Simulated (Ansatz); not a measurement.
A geometry of TiAl3 away from equilibrium: step 2 of the relaxation of a relaxed TiAl3 cell, doubled along one cell vector, shaken by Gaussian noise of σ = 0.08 Å a coordinate. Calculation: r2SCAN (plane waves to 500 eV, PAW, scalar-relativistic; Ansatz, an electronic-structure program). Γ-centred k-mesh 4×7×7 on the run's cell (coarser than for final values), Fermi–Dirac smearing 0.05 eV. The plane waves were selected for a different cell earlier on the path.

```xyz
8
Lattice="9.3865 -0.0461 0.0049 -0.0241 4.9467 0.0012 0.0026 0.0012 4.8530" Properties=species:S:1:pos:R:3 pbc="T T T"
Al     2.4922     2.6044     0.1112
Al     7.1366     2.4305    -0.1987
Al    -0.1863     2.6619     2.4017
Al     4.5647     2.2246     2.4065
Al     0.1254     2.2692    -0.0237
Al     4.8386     2.1894    -0.0227
Ti     2.3600     0.1387    -0.2192
Ti     7.0203    -0.0306     0.0476
```

Task: What forces act on the atoms (eV/Å)?

Result: 
```csv
atom,Fx,Fy,Fz
Al1,-0.05,0.38,0.82
Al2,0.65,0.41,-0.81
Al3,-0.50,0.45,0.02
Al4,-0.43,-0.08,0.01
Al5,0.33,-0.86,0.05
Al6,-0.23,-0.71,0.10
Ti7,0.14,0.37,-0.54
Ti8,0.10,0.02,0.34
```

The path ends in Pm-3m (No. 221) (Cu3Au type). No spin polarisation in the result.

Of the parent cell (Pmmm (No. 47)): it is a generated cell of TiAl3: the first start was made by a random draw of sites in a space group, and the end was not matched to a known phase here, so it may be hypothetical. Known forms of TiAl3 include space group No. 139.

The first start was generated by a random draw of sites in a space group. Materials Project lists a structure of TiAl3 in the same space group, Pm-3m (No. 221); the sites were not compared with it, nor with measured phases. Known forms of TiAl3 include space group No. 139.
